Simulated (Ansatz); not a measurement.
Input file for Ansatz (a program for electronic structure):

Ansatz 0.2 input:
```yaml
crystal:
  lattice:
    - [3.2669978228, 0.0, 0.0]
    - [0.0, 3.2669978228, 0.0]
    - [0.0, 0.0, 6.8935213484]
  atoms:
    - { symbol: Nb, position: [0.0, 0.5, 0.7010524252] }
    - { symbol: Nb, position: [0.5, 0.0, 0.2989475748] }
    - { symbol: Si, position: [0.0, 0.0, 0.0] }
    - { symbol: Si, position: [0.5, 0.5, 0.0] }
    - { symbol: O, position: [0.5, 0.0, 0.6096749336] }
    - { symbol: O, position: [0.0, 0.5, 0.3903250664] }
kpoints:
  mp_grid: { grid: [9, 9, 5] }
  band_path:
    path:
      - [[0.0, 0.0, 0.0], [0.0, 0.5, 0.0], [0.5, 0.5, 0.0], [0.0, 0.0, 0.0], [0.0, 0.0, 0.5], [0.0, 0.5, 0.5], [0.5, 0.5, 0.5], [0.0, 0.0, 0.5]]  # Γ-X-M-Γ-Z-R-A-Z
      - [[0.0, 0.5, 0.0], [0.0, 0.5, 0.5]]  # X-R
      - [[0.5, 0.5, 0.0], [0.5, 0.5, 0.5]]  # M-A
    npoints: 8
hamiltonian:
  xc: r2scan
  pseudopotentials: { kind: paw }
magnetization: { noncollinear: true, spin_orbit: true }
scf:
  n_extra_bands: 12
  convergence: { dr2_threshold: 0.0000000001 }
  occupations: { method: gaussian, width: 0.05 }
output: { eigenvalues: true }
```

Output (shortened):

```
Pseudopotential: Nb, paw_fr, valence charge 13
Pseudopotential: Si, paw_fr, valence charge 4
Pseudopotential: O, paw_fr, valence charge 6
Functional definition: r2SCAN
non-collinear run that drives no moment, with spin-orbit …
Crystal: 6 atoms, lattice volume = 73.576 Å³
Basis set: ecut = 500 eV, 1861 PW (Γ), exchange–correlation on 96×96×216 points (64 copies of the dense FFT grid, shifted against one another)
Bands: 58, of which v1, the nominal top of the filled ones, is band 46 counted from 1 (45 counted from 0)
Symmetry: 16 space group operations + 16 with time reversal
k-points: 45 of 405
Projection manifold: j_resolved (fully-relativistic pseudo-atomic orbitals)
SCF iter   1: F=—  HF=-11546.881389 eV  |F-HF|=—  |Δ(HF+E_count)|=         —  Δρ=1.63e-1  dr2=9.78e1  dr2_τ=2.14e-1  dr2_m=0.00e0 (ungated)  ethr=3.10e-3  |M|=0.00e0 ∫|m|=0.00e0 μB  |m|>n=0.0e0 m-floor=0.0e0 τ_xc=0.0e0  β_m=0.30  ⟨swp⟩=6.9  Hψ=7351  notcnv=0  defer=12
preconditioner: auto → none
SCF iter   2: F=—  HF=-11544.958166 eV  |F-HF|=—  |Δ(HF+E_count)|=    1.92e0  Δρ=1.53e-1  dr2=8.13e1  dr2_τ=8.42e-1  dr2_m=0.00e0 (ungated)  ethr=3.10e-3  |M|=0.00e0 ∫|m|=0.00e0 μB  |m|>n=0.0e0 m-floor=0.0e0 τ_xc=0.0e0  β_m=0.23  ⟨swp⟩=7.0  Hψ=5110  notcnv=0  defer=204
preconditioner: auto → Kerker (q_TF=auto, 2.523 Å⁻¹)
spin=Noncollinear: Kerker preconditioning applied to the charge; magnetization (m_x, m_y, m_z) channels mix plain (no charge-response kernel on spin).
SCF iter   3: F=—  HF=-11533.374131 eV  |F-HF|=—  |Δ(HF+E_count)|=    1.16e1  Δρ=4.52e-2  dr2=1.12e0  dr2_τ=1.06e-2  dr2_m=0.00e0 (ungated)  ethr=3.10e-3  |M|=0.00e0 ∫|m|=0.00e0 μB  |m|>n=0.0e0 m-floor=0.0e0 τ_xc=0.0e0  β_m=0.61  ⟨swp⟩=4.5  Hψ=3419  notcnv=0  defer=216
SCF iter   4: F=—  HF=-11533.442313 eV  |F-HF|=—  |Δ(HF+E_count)|=   6.82e-2  Δρ=2.59e-2  dr2=3.40e-1  dr2_τ=2.88e-3  dr2_m=0.00e0 (ungated)  ethr=2.44e-3  |M|=0.00e0 ∫|m|=0.00e0 μB  |m|>n=0.0e0 m-floor=0.0e0 τ_xc=0.0e0  β_m=0.81  ⟨swp⟩=2.2  Hψ=1726  notcnv=0  defer=204
SCF iter   5: F=—  HF=-11533.513617 eV  |F-HF|=—  |Δ(HF+E_count)|=   7.13e-2  Δρ=9.28e-3  dr2=8.28e-2  dr2_τ=1.90e-3  dr2_m=0.00e0 (ungated)  ethr=7.40e-4  |M|=0.00e0 ∫|m|=0.00e0 μB  |m|>n=0.0e0 m-floor=0.0e0 τ_xc=0.0e0  β_m=0.89  ⟨swp⟩=2.7  Hψ=2402  notcnv=0  defer=208
SCF iter   6: F=—  HF=-11533.508614 eV  |F-HF|=—  |Δ(HF+E_count)|=   5.00e-3  Δρ=7.11e-3  dr2=4.42e-2  dr2_τ=5.50e-4  dr2_m=0.00e0 (ungated)  ethr=1.80e-4  |M|=0.00e0 ∫|m|=0.00e0 μB  |m|>n=0.0e0 m-floor=0.0e0 τ_xc=0.0e0  β_m=0.91  ⟨swp⟩=2.1  Hψ=1399  notcnv=0  defer=206
SCF iter   7: F=—  HF=-11533.503649 eV  |F-HF|=—  |Δ(HF+E_count)|=   4.97e-3  Δρ=4.61e-3  dr2=1.88e-2  dr2_τ=2.60e-4  dr2_m=0.00e0 (ungated)  ethr=9.61e-5  |M|=0.00e0 ∫|m|=0.00e0 μB  |m|>n=0.0e0 m-floor=0.0e0 τ_xc=0.0e0  β_m=0.95  ⟨swp⟩=1.0  Hψ=1218  notcnv=0  defer=206
SCF iter   8: F=—  HF=-11533.500856 eV  |F-HF|=—  |Δ(HF+E_count)|=   2.79e-3  Δρ=2.30e-3  dr2=4.67e-3  dr2_τ=6.74e-5  dr2_m=0.00e0 (ungated)  ethr=4.09e-5  |M|=0.00e0 ∫|m|=0.00e0 μB  |m|>n=0.0e0 m-floor=0.0e0 τ_xc=0.0e0  β_m=0.98  ⟨swp⟩=1.7  Hψ=1414  notcnv=0  defer=206
SCF iter  13: F=-11533.499962 eV  HF=-11533.499962 eV  |F-HF|=2.36e-11  |Δ(HF+E_count)|=  6.06e-10  Δρ=2.80e-7  dr2=6.92e-11  dr2_τ=1.09e-12  dr2_m=0.00e0 (ungated)  ethr=1.00e-12  |M|=0.00e0 ∫|m|=0.00e0 μB  |m|>n=0.0e0 m-floor=0.0e0 τ_xc=0.0e0  ⟨swp⟩=10.2  Hψ=5959  notcnv=0
SCF 1 converged in 13 iterations: F = -11533.499962 eV  dr2 = 6.92e-11
NSCF: frozen V_eff on 75 k-points
SCF converged after 13 iterations
Magnetization: |M| = 0.0000 μB,  M = (+0.0000, +0.0000, +0.0000) μB
Absolute magnetization: 0.0000 μB (∫|m|)
  site 0: m = (+0.0000, +0.0000, +0.0000) μB, |m| = 0.0000 μB  (R = 0.88 Å)
  site 1: m = (+0.0000, +0.0000, +0.0000) μB, |m| = 0.0000 μB  (R = 0.88 Å)
  site 2: m = (+0.0000, +0.0000, +0.0000) μB, |m| = 0.0000 μB  (R = 0.95 Å)
  site 3: m = (+0.0000, +0.0000, +0.0000) μB, |m| = 0.0000 μB  (R = 0.95 Å)
  site 4: m = (+0.0000, +0.0000, +0.0000) μB, |m| = 0.0000 μB  (R = 0.88 Å)
  site 5: m = (+0.0000, +0.0000, +0.0000) μB, |m| = 0.0000 μB  (R = 0.88 Å)
Free energy (F): -11533.499962 eV
Harris-Foulkes:  -11533.499962 eV  (|F-HF|=2.36e-11)
Internal energy: -11533.496724 eV  (E = F + TS)
E sigma→0 (E₀):  -11533.498343 eV
Entropy (-TS):   -0.003239 eV (-0.540 meV/atom)
Fermi energy:    15.671957 eV
--- Per-component energies (eV) ---
  E_band       = -141.450268
  E_kinetic    = 1226.420297
  E_local      = -2497.232987  (includes V_loc(G=0)·N_el)
  E_nonlocal   = 383.357404
  E_hartree    = 890.590464
  E_xc         = -593.251646
  E_vxc        = -788.590331  (∫ρ·V_xc dr)
  E_paw        = -7526.960403  (= ΣΔE_a)
  E_vpaw       = -293.122059  (= ΣTr[D̂ρ^β])
  E_aug_tail   = 0.002100  (compensation charges beyond the density's cutoff)
  E_vtau       = 46.534480  (kinetic-family band-sum trace: ∫τ·v_τ [+ j·A + Jᵃ·Aᵃ] dr)
  E_ewald      = -3415.820098
  E_core_change = -0.601853  (= ΣΔE_core)
  E_smearing   = -0.003239  (= −TS)
  E_closure    =  0.000000  (closes the sum)
  Σ components = -11533.499962   (vs F -11533.499962, Δ=0.00e0)
  [band-id]    e_kinetic+e_local+e_nonlocal+2·e_hartree+e_vxc+e_vpaw+e_augmentation_tail+e_vtau = -141.450168   (vs E_band -141.450268, Δ=1.00e-4)
--- Band table (eV; the first three rows and the last of 45) ---
  k-point 0: bands = ["-42.3660", "-42.3660", "-42.3507", "-42.3507", "-19.1319", "-19.1319", "-19.0513", "-19.0513", "-17.1442", "-17.1442", "-16.9851", "-16.9851", "-16.9551", "-16.9551", "-16.9185", "-16.9185", "-5.8407", "-5.8407", "-5.1317", "-5.1317", …
  k-point 1: bands = ["-42.3658", "-42.3658", "-42.3509", "-42.3509", "-19.1298", "-19.1298", "-19.0533", "-19.0533", "-17.1397", "-17.1397", "-16.9902", "-16.9902", "-16.9548", "-16.9548", "-16.9189", "-16.9189", "-5.8314", "-5.8314", "-5.1324", "-5.1324", …
  k-point 2: bands = ["-42.3656", "-42.3656", "-42.3512", "-42.3512", "-19.1262", "-19.1262", "-19.0568", "-19.0568", "-17.1316", "-17.1316", "-16.9992", "-16.9992", "-16.9541", "-16.9541", "-16.9195", "-16.9195", "-5.8160", "-5.8160", "-5.1336", "-5.1336", …
  k-point 44: bands = ["-42.3134", "-42.3134", "-42.3129", "-42.3129", "-19.2164", "-19.2164", "-19.2143", "-19.2143", "-17.2131", "-17.2131", "-17.2065", "-17.2065", "-17.0988", "-17.0988", "-17.0894", "-17.0894", "-5.2859", "-5.2859", "-5.2657", "-5.2657", …
```

Cost: roughly 2.5 core-minutes on shared cores.

Space group P4/nmm. The start of the workflow was typed in or built on a structure type; neither database checked (COD, Materials Project) lists it. Its standing as an ambient phase is unchecked. Symmetry was held in the r²SCAN relaxation; its stability against distortions is not shown here. No spin polarisation was allowed.

Potentials: the later of the program's two PAW sets.

Ansatz is a plane-wave DFT program.
